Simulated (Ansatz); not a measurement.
Data:

Bi2TeO2:
```cif
data_Bi4O4Te2
_chemical_formula_sum 'Bi4 O4 Te2'
_space_group_name_H-M_alt 'I4/mmm'
_space_group_IT_number 139
_space_group_name_Hall '-I 4 2'
_cell_length_a 3.96709
_cell_length_b 3.96709
_cell_length_c 12.62680
_cell_angle_alpha 90.000
_cell_angle_beta 90.000
_cell_angle_gamma 90.000
loop_
_atom_site_label
_atom_site_type_symbol
_atom_site_symmetry_multiplicity
_atom_site_Wyckoff_symbol
_atom_site_fract_x
_atom_site_fract_y
_atom_site_fract_z
_atom_site_occupancy
Bi1 Bi 4 e 0.00000 0.00000 0.34754 1
O1 O 4 d 0.00000 0.50000 0.25000 1
Te1 Te 2 a 0.00000 0.00000 0.00000 1
```
(The calculation used a cell of 5 atoms; values per cell refer to that cell.)

This is the PBEsol-relaxed structure.

**Question.** All from PBEsol in the plane-wave PAW code Ansatz, unless another level is named. Give the electronic character.

**Answer.** no gap, with almost no states at the Fermi level (zero-gap or semimetallic).

**Question.** Give the formation energy from the elements (no fitted shifts).

**Answer.** -0.92 eV/atom.

The start of the workflow was typed in or built on a structure type; neither database checked (COD, Materials Project) lists it. Whether it is the stable phase at ambient conditions was not checked. The PBEsol relaxation kept the symmetry of its start; its stability against distortions is not shown here. A small band overlap can be real or an error of a semilocal functional. The references are the lowest solids computed at this level, not always the standard phases (solids in place of the gases). Scalar-relativistic: spin–orbit coupling is off unless named, which matters more the heavier the elements.

Potentials: the earlier of the program's two PAW sets. The files were generated under PBE; for other functionals the program regenerates the frozen cores, and for LDA and PBEsol the local potential too.
